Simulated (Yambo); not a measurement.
## ZnSe: sweep of GW parameters

G0W0@PBEsol for ZnSe (zinc blende, space group F-43m, No. 216) in Yambo. Reference settings: 4×4×4 Γ-centred k mesh, bands 10 to 110 and a 10 Ry block in the screening, 110 bands in G with the Bruneval-Gonze terminator, plasmon pole fitted at 27.2 eV. The PBEsol gap Γ → Γ on this mesh is 1.24 eV; G0W0 gaps are taken between the same points.

```csv
change from the reference,G0W0 gap Γ → Γ (eV),shift of the valence edge (eV),rough Yambo cost
reference settings,2.75,-1.29,1
"64 bands in W, 64 bands in G",2.77,-1.20,within a factor of two
"87 bands in W, 87 bands in G",2.76,-1.25,within a factor of two
wavefunctions cut at 20 Ry,2.55,-0.80,about 1/2
wavefunctions cut at 30 Ry,2.65,-1.13,about 1/2
"29 bands in W, 29 bands in G, 2 Ry block",2.88,-0.93,about 1/7
"29 bands in W, 29 bands in G, 6 Ry block",2.91,-0.93,about 1/6
"43 bands in W, 43 bands in G, 2 Ry block",2.73,-1.03,about 1/4
"87 bands in W, 87 bands in G, 2 Ry block",2.65,-1.09,about 1/2
2 Ry block,2.63,-1.10,within a factor of two
"29 bands in W, 29 bands in G, 4 Ry block, no terminator",2.87,-0.65,about 1/8
"29 bands in W, 29 bands in G, no terminator",2.87,-0.61,about 1/5
"64 bands in W, 64 bands in G, 4 Ry block, no terminator",2.68,-1.02,about 1/3
"64 bands in W, 64 bands in G, no terminator",2.73,-1.03,about 1/2
"4 Ry block, no terminator",2.64,-1.13,within a factor of two
```

The reference isn't shown to be the converged limit. Costs are rough (shared machines), scaled to the same edge states, and given only for runs that recompute the screening.

Spin-orbit splittings are left out.

The standard potential for Se keeps a d shell in the valence without the s and p states of that shell. In tests on such compounds this moved G0W0 gaps by up to about 0.9 eV, so absolute quasiparticle energies here are unreliable; differences between settings are what counts.

Geometry relaxed with PBEsol; primitive cell a = 3.983 Å, b = 3.983 Å, c = 3.983 Å, α = 60.00°, β = 60.00°, γ = 60.00°.

A shift is the quasiparticle energy of the state minus its PBEsol energy.
